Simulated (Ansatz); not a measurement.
Starting cell, SiC (zinc blende):

```
SiC
1.0
    0.00000     2.18988     2.18988
    2.18988     0.00000     2.18988
    2.18988     2.18988     0.00000
C Si
1 1
Direct
  0.75000   0.75000   0.75000
  0.00000   0.00000   0.00000
```

In this cell atom 1 (C, nearest neighbour Si at 1.896 Å; its periodic images, 3.1 Å or more away, move with it) is moved by s towards the nearest neighbour, unit vector (-0.577, -0.577, 0.577); all other atoms and the cell stay fixed.

The numbers are results of PBE (plane waves to 420 eV, PAW, scalar-relativistic; Ansatz, a quantum-chemistry and plane-wave program), not measurements. k mesh 10×10×10 (Γ-centred), Fermi-Dirac smearing 0.05 eV. Compression counts positive. SiC was relaxed with its symmetry unable to fall. 

```
s (Å)   P (GPa)
------  -------
-0.190      3.0
-0.152      2.0
-0.114      1.2
-0.076      0.6
-0.038      0.2
0.000       0.0
0.038       0.2
0.076       0.7
0.114       1.8
0.152         …
0.190         …
```

**Question.** What belongs in the gaps?

**Answer.** 
- 0.152, P (GPa): 3.3
- 0.190, P (GPa): 5.5

(For displaced atoms, the force is minus the slope of the energy, and its curvature is a force constant, which sets phonon frequencies.)
